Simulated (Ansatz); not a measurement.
**Ru: from a starting cell to a relaxed one**

The start is a relaxed Ru cell, doubled along one cell vector, shaken by Gaussian noise of σ = 0.08 Å a coordinate. The cell and all atomic positions are relaxed at zero pressure with PBE (plane waves to 420 eV, PAW, scalar-relativistic; Ansatz, an electronic-structure program). The first steps use a coarse 5×10×5 k-mesh.

Input geometry:
```
CELL_PARAMETERS angstrom
      7.44285     0.00000     0.00000
     -1.86071     3.22285     0.00000
      0.00000     0.00000     6.74274
ATOMIC_POSITIONS crystal
  Ru 0.16294 0.64527 0.05361
  Ru 0.64466 0.64085 0.06406
  Ru 0.33974 0.33571 0.55764
  Ru 0.83895 0.34427 0.57614
  Ru 0.35031 0.36481 0.95171
  Ru 0.84794 0.32538 0.94390
  Ru 0.16934 0.67887 0.42889
  Ru 0.66404 0.65697 0.43336
```

### Question
How much energy is released per atom?

### Answer
About 1.4 eV/atom.

### Question
Is the parent structure recovered?

### Answer
It does not go back: it reaches P6₃/mmc (No. 194), hcp (Mg type), 1.20 eV/atom below the parent.

### Question
How do the shortest distances between atoms change?

### Answer
The closest pairs of elements (up to four, under 3.6 Å), start → end: Ru–Ru 2.04 → 2.66 Å.

### Question
Is the relaxed structure metallic? Give its gap.

### Answer
Zero (metallic).

### Question
Give the final cell and atomic positions.

### Answer

```cif
data_Ru2
_chemical_formula_sum 'Ru2'
_space_group_name_H-M_alt 'P63/mmc'
_space_group_IT_number 194
_space_group_name_Hall '-P 6c 2c'
_cell_length_a 2.72202
_cell_length_b 2.72202
_cell_length_c 4.29076
_cell_angle_alpha 90.000
_cell_angle_beta 90.000
_cell_angle_gamma 120.000
loop_
_atom_site_label
_atom_site_type_symbol
_atom_site_symmetry_multiplicity
_atom_site_Wyckoff_symbol
_atom_site_fract_x
_atom_site_fract_y
_atom_site_fract_z
_atom_site_occupancy
Ru1 Ru 2 c 0.33333 0.66667 0.25000 1
```

Final values are on a 20×20×11 k-mesh of the relaxed cell. The start holds a very short contact (Ru–Ru 2.04 Å). No spin polarisation in the result.

Of the parent cell (P6₃/mmc (No. 194)): it is a generated cell of Ru: the first start was made by placing the elements on the sites of a structure type, and the end was not matched to a known phase here, so it may be hypothetical. A known form of Ru has the same space group but another cell.
